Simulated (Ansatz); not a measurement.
## Calculated ⁶⁵Cu nuclear quadrupole resonance for YCuW₂O₈

Cell: a Materials Project structure (computed, not necessarily an observed phase), taken as it stands.

```cif
data_YCuW2O8
_symmetry_space_group_name_H-M 'P2/c'
_symmetry_Int_Tables_number 13
_cell_length_a 5.0738
_cell_length_b 6.0751
_cell_length_c 11.0353
_cell_angle_alpha 90.000
_cell_angle_beta 114.219
_cell_angle_gamma 90.000
loop_
_atom_site_label
_atom_site_type_symbol
_atom_site_symmetry_multiplicity
_atom_site_Wyckoff_symbol
_atom_site_fract_x
_atom_site_fract_y
_atom_site_fract_z
Y Y 2 f 0.5000 0.6652 0.2500
Cu Cu 2 e 0.0000 0.2704 0.2500
W W 4 g 0.2630 0.1668 0.0133
O9 O 4 g 0.7701 0.3558 0.3623
O13 O 4 g 0.3404 0.9128 0.8897
O17 O 4 g 0.2862 0.6402 0.3910
O21 O 4 g 0.8414 0.8861 0.4041
```

One atom of each set is listed.

All values are calculated (Ansatz; DFT, PBE, plane waves and PAW, scalar-relativistic, 420 eV cutoff, Γ-centred 5×4×3 k-points, Fermi–Dirac smearing 0.02 eV), not measured.

⁶⁵Cu: I = 3/2, Q = -204.0 mb (year-2017 value). Static lattice, zero field.

Task: At which frequencies do the ⁶⁵Cu NQR lines lie?

Result: For I = 3/2 there is one line, ν = (|C_Q|/2)(1 + η²/3)^½.

```json
{"site": "Cu", "atoms": "2", "V_zz (10²¹ V/m²)": "-1.50", "C_Q (MHz)": "7.39", "η": "0.94", "line frequencies (MHz)": "4.21"}
```

Task: And for ⁶³Cu (I = 3/2, Q = -220.0 mb) on Cu?

Result: C_Q scales with Q to 7.97 MHz, with lines at 4.54 MHz.

The calculated pressure of -5 GPa (PBE) comes partly from the unrelaxed atoms: it is -2.1 GPa once they are relaxed in the same cell. The largest force is 0.9 eV/Å, so the atoms aren't at the calculated equilibrium and relaxing them would move these values.
